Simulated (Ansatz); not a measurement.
An ordered 8-atom cell of InGa₃P₄ on the zincblende lattice (Cm) was put through Ansatz (plane waves). The geometry is the r2SCAN minimum.

The cell given to it:
```cif
data_structure
_symmetry_space_group_name_H-M 'P 1'
_symmetry_Int_Tables_number 1
_cell_length_a 6.8147
_cell_length_b 6.8147
_cell_length_c 6.8260
_cell_angle_alpha 99.496
_cell_angle_beta 99.496
_cell_angle_gamma 33.517
_cell_volume 172.42
loop_
_atom_site_label
_atom_site_type_symbol
_atom_site_fract_x
_atom_site_fract_y
_atom_site_fract_z
_atom_site_occupancy
Ga1 Ga 0.99741 0.99741 0.99430 1
Ga2 Ga 0.50250 0.50250 0.50563 1
Ga3 Ga 0.25044 0.25044 0.74979 1
In1 In 0.74916 0.74916 0.24914 1
P1 P 0.55160 0.55160 0.18376 1
P2 P 0.06563 0.06563 0.68886 1
P3 P 0.81374 0.81374 0.92220 1
P4 P 0.31952 0.31952 0.45633 1
```

The output, standing remarks left out:
```
Pseudopotential: Ga, paw, valence charge 13, recommended cutoff 500 eV
Pseudopotential: In, paw, valence charge 13, recommended cutoff 500 eV
Pseudopotential: P, paw, valence charge 5, recommended cutoff 500 eV
Crystal: 8 atoms, lattice volume = 172.423 Å³
Basis set: ecut = 500 eV, 4363 PW (Γ)
Bands: 44, of which v1, the nominal top of the filled ones, is band 36 counted from 1 (35 counted from 0)
Symmetry: 2 space group operations
k-points: 76 of 144 (irreducible under 1 space group operation, time reversal used)
SCF converged after 10 iterations
Free energy (F): -20023.009350 eV
Fermi energy:    6.915688 eV
--- Band table (eV; the first three rows and the last of 76) ---
  k-point 0: bands = […, 4.8364, 5.6804, 5.7746, 6.7919, 6.8440, 6.9157, 8.5005, 8.9257, 9.3957, 9.9051, …]
  k-point 1: bands = […, 4.7424, 5.0324, 5.5394, 5.6054, 6.5177, 6.5570, 9.3545, 9.4833, 9.6472, 10.2388, …]
  k-point 2: bands = […, 4.9068, 5.1484, 5.5575, 5.6852, 5.8037, 6.0901, 9.5625, 9.7516, 9.9102, 10.6517, …]
  k-point 75: bands = […, 4.6233, 4.7400, 4.9613, 5.0505, 5.9628, 6.4213, 9.2834, 9.4243, 9.7468, 10.3582, …]
--- Dielectric response (ions clamped): 3 representative field directions + reference, inside a basis on a mesh of 1568 k-points ---
  ε∞ (high-frequency dielectric tensor):
        9.525374     0.000000    -0.007209
        0.000000     9.514775     0.000000
       -0.007209     0.000000     9.564937
  Born effective charges Z* (e; rows j = field, columns β = displacement):
    site 0:
         2.21080    0.00000    0.04953
         0.00000    2.27447    0.00000
        -0.07822    0.00000    2.24980
    site 1:
         2.23586    0.00000   -0.06804
         0.00000    2.23097    0.00000
         0.06422    0.00000    2.29650
    site 2:
         2.23824    0.00000   -0.04021
         0.00000    2.29203    0.00000
        -0.07975    0.00000    2.09907
    site 3:
         2.40988    0.00000    0.04330
         0.00000    2.34699    0.00000
         0.07184    0.00000    2.46107
    site 4:
        -2.08155    0.00000    0.02196
         0.00000   -2.31481    0.00000
         0.01881    0.00000   -2.39280
    site 5:
        -2.17527    0.00000    0.03548
         0.00000   -2.27046    0.00000
         0.04114    0.00000   -2.21862
    site 6:
        -2.34948    0.00000   -0.03917
         0.00000   -2.36003    0.00000
        -0.04681    0.00000   -2.11676
    site 7:
        -2.48849    0.00000   -0.00285
         0.00000   -2.19917    0.00000
         0.00878    0.00000   -2.37827
  ε∞ is read to err by 7.7e-2, Z* by 2.8e-2 e
```

Problem. What input produced it? Give the YAML.

Solution.
```yaml
crystal:
  # lattice and atoms as above
kpoints:
  mp_grid: { grid: [6, 6, 4] }
hamiltonian:
  xc: r2scan
scf:
  occupations: { method: fixed }
dielectric: {}
```
The cutoff of 500 eV is the one that these potentials recommend for a meta-GGA. There is no exchange loop, so no exact exchange. A response with clamped ions alone is the dielectric block. The lines shown narrow the functional down without fixing it; this is the one that was run. Not every key shows in the log; this is the file that was used.

Wall time 7 min on 1 × NVIDIA H100 80GB HBM3 with 2 threads of AMD EPYC 7R13 Processor (Zen 3), with other jobs on the host; peak host memory 14 GiB.

Spin-unpolarised throughout. Whether this structure exists isn't addressed.

No spin-orbit coupling is included; it can move band edges with weight on the heavy atoms by tenths of an eV.

For a response run the program warns that the ground state's bands aren't all converged, so ε∞ carries an extra error.
